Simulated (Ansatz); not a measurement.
Q: Si3N4 in space group P6_3/m (No. 176; Si on 6h, N on 2d, N on 6h) is relaxed with PBE in the plane-wave PAW code Ansatz. What lattice parameters of the conventional cell result?

A: a = 7.663 Å, c = 2.926 Å.

Q: Give the free coordinates with the occupied sites.

A: In one choice of origin and axes:

```tsv
atom	site	symmetry	x	y	z
Si	6h	m..	0.4061	0.2311	0.2500
N	2d	-6..	0.6667	0.3333	0.2500
N	6h	m..	0.0308	0.3300	0.2500
```

Q: Is it a metal or does it have a gap at this level?

A: A gap of 4.25 eV, indirect.

The PBE relaxation kept the symmetry of its start.

Potentials: the earlier of the program's two PAW sets.
